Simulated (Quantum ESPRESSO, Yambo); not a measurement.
K₂BrOH (space group P2_1/m, No. 11). The geometry is that of Materials Project entry mp-24589, symmetrised and not relaxed again. Chain: norm-conserving LDA (Quantum ESPRESSO, 84 Ry, without SOC); G0W0 in Yambo (2×2×1 Γ-centred k mesh, 337 bands and a 7 Ry block in the screening, 337 bands in G with the Bruneval-Gonze terminator, plasmon pole fitted at 27.2 eV); BSE (4×4×2 mesh, 12 valence and 23 conduction bands, static screening with 121 bands and a 3 Ry block, scissor 2.72 eV, Tamm-Dancoff).

The LDA gap (dense path) comes out as 3.23 eV and the LDA gap Γ → Γ on the GW mesh is 3.23 eV. The LDA smallest direct gap on the GW mesh, at Γ comes out as 3.23 eV and the G0W0 direct gap at that point is 5.95 eV. The G0W0 correction to the gap Γ → Γ is 2.72 eV. The lowest exciton is no binding energy given (see below) and the RPA electronic dielectric constant along x is 2.38 (4×4×2 mesh, LDA bands).

Rough cost of the Yambo steps against G0W0 for 8 states: BSE about 5×, one RPA spectrum within a factor of two.

Nearest settings tried, and what they do to the gap: 215 bands in G: -4 meV; 215 bands in W, 215 bands in G: -8 meV; 6 Ry block (395 vectors against 513): -35 meV; 1×2×1 mesh: -141 meV. So the settings aren't converged at that level. The k mesh is coarse. The BSE states are vertical excitations (zero momentum). Convergence of the RPA response with its 4×4×2 mesh was not tested. The lowest state covers only about 3 of the 32 k points, so the mesh doesn't resolve it: its energy and its distance from the direct gap are mesh artefacts. An extended exciton needs a far denser mesh. Axes are Cartesian, with cell vectors (Å) (6.83, 0.00, 0.00), (0.00, 4.32, 0.00), (-2.68, 0.00, 8.17).

Spin-orbit splittings are left out.

The structure is a Materials Project entry; no match was found in the copy of COD used, and its stability was not checked.
